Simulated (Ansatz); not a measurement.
Data:

TiO:
```xyz
6
Lattice="4.9140 0.0000 0.0000 -2.4570 4.2557 0.0000 0.0000 0.0000 2.8064" Properties=species:S:1:pos:R:3 pbc="T T T"
Ti     2.4570     1.4186     1.4032
Ti     0.0000     2.8371     1.4032
Ti     0.0000     0.0000     0.0000
O      1.4864     2.5745     0.0000
O     -0.9706     1.6811     0.0000
O      1.9412     0.0000     0.0000
```

This is the LDA-relaxed structure.

All from the program Ansatz at the LDA level (PAW), unless another level is named. Give the bulk modulus (Birch–Murnaghan fit).

256 GPa.

What about the highest zone-centre frequency?

608 cm^-1.

Space group P-62m. The first step of the workflow began from a Materials Project structure, measured or hypothetical; the Crystallography Open Database copy checked does not list it. COD files the formula under space group No. 12, 225, so this cell is another polymorph or a model. Whether it is the stable phase at ambient conditions was not checked. The LDA relaxation kept the symmetry of its start; of distortions, only those at the zone centre were tested. No spin polarisation was allowed. As this level gives no gap, phonon frequencies hold no LO–TO term and depend on the k-mesh and smearing (Fermi–Dirac, 0.1 eV here).

Potentials: the later of the program's two PAW sets.
